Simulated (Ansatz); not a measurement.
C in space group Pn-3m (No. 224; C on 2a, C on 8e), PBE (plane waves, PAW; program Ansatz). The conduction-band minimum lies on the M–Γ line, 58 % of the way from M, with 12 equivalent valleys. Second derivatives d²E/dk² of the lowest band at one valley (eV·Å²), along Cartesian directions:

```csv
direction,d²E/dk²
[100],2.286
[010],3.096
[001],3.096
[110],2.689
[101],2.689
[011],3.283
```

Question: Find the principal effective masses, the density-of-states mass and the conductivity mass.

Answer: Off-diagonal terms follow from H_xy = H[110] − (H_xx + H_yy)/2, and m*/mₑ = 7.620 eV·Å² over each eigenvalue: 2.3, 2.6, 3.3. One valley's DOS mass (m₁m₂m₃)^(1/3) = 2.7, conductivity mass 3/(Σ 1/mᵢ) = 2.7 mₑ.

Question: What effective density of states Nc follows at 300 K for parabolic valleys?

Answer: Nc = 2.509e19 × 12 × (2.7)^(3/2) ≈ 1.3e21 cm⁻³.

The start of the workflow was typed in or built on a structure type; neither database checked (COD, Materials Project) lists it. It is not the phase usual at ambient conditions (space group No. 194, 227). Symmetry was held in the PBE relaxation; its stability against distortions is not shown here.

Potentials: the earlier of the program's two PAW sets.

Edges and masses are those of Kohn–Sham bands, whose gap is no quasiparticle gap.
